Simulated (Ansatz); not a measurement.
**Al2Zn: do energies and stresses tell the same story?**

All numbers below come from DFT r2SCAN, scalar-relativistic, plane waves, PAW (Ansatz).

Plane waves to 500 eV, a k mesh through Γ of 18×18×6 on the computed 3-atom cell and Gaussian smearing (0.10 eV); no spin polarisation.

Relaxed cell: P-3m1, a = 2.795 Å, b = 2.795 Å, c = 6.876 Å, α = 90.00°, β = 90.00°, γ = 120.00°, 3 atoms in the primitive cell. Whether it is the stable form of this composition wasn't checked.

Energies at zero smearing and pressures from the stress tensor, at volumes with shape and atoms relaxed:
```csv
V (Å³/atom),E − E(first) (meV/atom),P (GPa)
14.581,0.00,6.44
15.046,-13.49,2.95
15.511,-17.65,0.01
15.977,-13.97,-2.48
16.442,-3.68,-4.56
```

Problem. Check P = −dE/dV between neighbouring volumes, and get the bulk modulus from the pressures alone.

Solution. With 1 eV/Å³ = 160.2 GPa:
```
middle V (Å³/atom)  −ΔE/ΔV (GPa) mean P (GPa)
            14.813         4.645         4.699
            15.279         1.433         1.483
            15.744        -1.267        -1.231
            16.209        -3.544        -3.515
```

The two differ by 0.05 GPa at most. The mean of two end pressures misses the average over a step by about ΔV² P″/12, up to 0.05 GPa here; with that taken off 0.01 GPa remains. Around V = 15.511 Å³/atom, the two neighbours give B = −V ΔP/ΔV = 15.511 × 5.43 / 0.931 = 90.5 GPa, against B0 = 89.8 GPa from the Birch–Murnaghan fit of the energies.

Cost: 6 runs of about 5.9 core-minutes in all, on AMD EPYC 7R13 Processor (Zen 3) (shared hosts).